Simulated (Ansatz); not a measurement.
Relaxation of a generated cell, CsSnI3 placed in the AFLOW prototype ABC3_hR10_161_a_a_b (as in LiNbO3); 10 atoms in the cell, which starts as R3c, hexagonal axes (No. 161), hR10; a = b = 8.5491 Å, c = 22.5774 Å, α = β = 90.00°, γ = 120.00°. The numbers are results of PBEsol (plane waves to 420 eV, PAW, scalar-relativistic; Ansatz, a first-principles code), not measurements. Γ-centred k-mesh 4×4×4 on the run's cell (coarser than for final values), Fermi–Dirac smearing 0.05 eV. This is the first round of the run. 

The optimiser's lines from the output (shortened; P is positive under compression):

```
relax step   1: F+E_penalty+E_count = -67673.42393538 eV  Δ(F+E_penalty+E_count) = +0.000e0 eV  max|allowed force component| = 6.171e-1 eV/Å  Δτ_max = 0.0000 Å  P = -0.074 GPa  Ω = 476.345 Å³  (7 SCF iters, dr2 threshold 1.00e-7 eV, accepted)
relax step   2: F+E_penalty+E_count = -67673.93998974 eV  Δ(F+E_penalty+E_count) = -5.161e-1 eV  max|allowed force component| = 2.391e-1 eV/Å  Δτ_max = 0.1948 Å  P = -0.123 GPa  Ω = 472.819 Å³  (6 SCF iters, dr2 threshold 1.00e-6 eV, accepted)
relax step   3: F+E_penalty+E_count = -67674.10847915 eV  Δ(F+E_penalty+E_count) = -1.685e-1 eV  max|allowed force component| = 1.459e-1 eV/Å  Δτ_max = 0.1528 Å  P = +0.129 GPa  Ω = 463.667 Å³  (6 SCF iters, dr2 threshold 1.00e-6 eV, accepted)
relax step   4: F+E_penalty+E_count = -67674.20063138 eV  Δ(F+E_penalty+E_count) = -9.215e-2 eV  max|allowed force component| = 2.895e-2 eV/Å  Δτ_max = 0.2000 Å  P = -0.180 GPa  Ω = 464.868 Å³  (6 SCF iters, dr2 threshold 1.00e-6 eV, accepted)
relax step   5: F+E_penalty+E_count = -67674.21034844 eV  Δ(F+E_penalty+E_count) = -9.717e-3 eV  max|allowed force component| = 2.483e-2 eV/Å  Δτ_max = 0.0587 Å  P = -0.039 GPa  Ω = 459.929 Å³  (7 SCF iters, dr2 threshold 1.25e-7 eV, accepted)
relax step   6: F+E_penalty+E_count = -67674.21606023 eV  Δ(F+E_penalty+E_count) = -5.712e-3 eV  max|allowed force component| = 1.402e-2 eV/Å  Δτ_max = 0.0827 Å  P = -0.047 GPa  Ω = 458.489 Å³  (7 SCF iters, dr2 threshold 3.85e-8 eV, accepted)
relax step   7: F+E_penalty+E_count = -67674.21901549 eV  Δ(F+E_penalty+E_count) = -2.955e-3 eV  max|allowed force component| = 1.002e-2 eV/Å  Δτ_max = 0.0980 Å  P = +0.013 GPa  Ω = 455.555 Å³  (8 SCF iters, dr2 threshold 1.23e-8 eV, accepted)
relax step   8: F+E_penalty+E_count = -67674.21953255 eV  Δ(F+E_penalty+E_count) = -5.171e-4 eV  max|allowed force component| = 3.787e-3 eV/Å  Δτ_max = 0.0357 Å  P = +0.002 GPa  Ω = 455.595 Å³  (7 SCF iters, dr2 threshold 6.27e-9 eV, accepted)
relax step   9: F+E_penalty+E_count = -67674.21991249 eV  Δ(F+E_penalty+E_count) = -3.799e-4 eV  max|allowed force component| = 3.343e-3 eV/Å  Δτ_max = 0.0439 Å  P = +0.009 GPa  Ω = 455.353 Å³  (9 SCF iters, accepted)
relax step  10: F+E_penalty+E_count = -67674.22000709 eV  Δ(F+E_penalty+E_count) = -9.459e-5 eV  max|allowed force component| = 1.554e-3 eV/Å  Δτ_max = 0.0276 Å  P = -0.000 GPa  Ω = 455.628 Å³  (9 SCF iters, accepted)
relax step  11: F+E_penalty+E_count = -67674.22001670 eV  Δ(F+E_penalty+E_count) = -9.611e-6 eV  max|allowed force component| = 6.246e-4 eV/Å  Δτ_max = 0.0183 Å  P = -0.003 GPa  Ω = 455.667 Å³  (9 SCF iters, accepted)
relax step  12: F+E_penalty+E_count = -67674.21853276 eV  Δ(F+E_penalty+E_count) = +1.484e-3 eV  max|allowed force component| = 6.240e-4 eV/Å  Δτ_max = 0.0000 Å  P = -0.005 GPa  Ω = 455.667 Å³  stress off target by 5.28e-3 GPa  SCF on the basis re-selected at this cell (its energy is not comparable with the rows above)  (8 SCF iters)
```

From the first to the last row the energy changes by -0.08 eV/atom and the volume by -4.3 %. The last row is marked as not comparable with the walk above it, whose basis was carried along; it does compare with step 1, since both stand on a basis selected at the nominal cutoff for their own cell.

Later rounds, restarted from the end of this one on a renewed k-mesh, logged 2 more steps and released under 1 meV/atom more. The final structure after all rounds: R-3c, hexagonal axes (No. 167), hR10; a = b = 8.724 Å, c = 20.742 Å, α = β = 90.00°, γ = 120.00°. Between re-selections the logged energies stand on a plane-wave basis carried along with the cell. No spin polarisation in the result.

The run could not lose the symmetry of its start, so the end can be a saddle point.

The relaxed structure here is a generated cell of CsSnI3: the first start was made by placing the elements on the sites of a structure type, and the end was not matched to a known phase here, so it may be hypothetical. Known forms of CsSnI3 include space group No. 62, 221.
